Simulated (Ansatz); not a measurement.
The relaxed structure here is a generated cell of Rh: the first start was made by placing the elements on the sites of a structure type, and the end was not matched to a known phase here, so it may be hypothetical. Known forms of Rh include space group No. 225.

A relaxed structure of Rh. Space group P6/mmm (No. 191). Level of theory: r2SCAN (plane waves to 500 eV, PAW, scalar-relativistic; Ansatz, a program for electronic structure).

```cif
data_Rh3
_chemical_formula_sum 'Rh3'
_space_group_name_H-M_alt 'P6/mmm'
_space_group_IT_number 191
_space_group_name_Hall '-P 6 2'
_cell_length_a 4.30369
_cell_length_b 4.30369
_cell_length_c 2.63523
_cell_angle_alpha 90.000
_cell_angle_beta 90.000
_cell_angle_gamma 120.000
loop_
_atom_site_label
_atom_site_type_symbol
_atom_site_symmetry_multiplicity
_atom_site_Wyckoff_symbol
_atom_site_fract_x
_atom_site_fract_y
_atom_site_fract_z
_atom_site_occupancy
Rh1 Rh 1 a 0.00000 0.00000 0.00000 1
Rh2 Rh 2 d 0.33333 0.66667 0.50000 1
```

For Rh, the volume per atom comes out as 14.09 Å³. The band gap comes out as zero (metallic) and the shortest distances is Rh–Rh 2.48 Å. The k-mesh comes out as 13×13×18.

No spin polarisation in the result.

The run could not lose the symmetry of its start: the end is stationary, and may be a saddle point rather than a minimum.

All atoms sit on sites fixed by symmetry, so only the cell could relax.
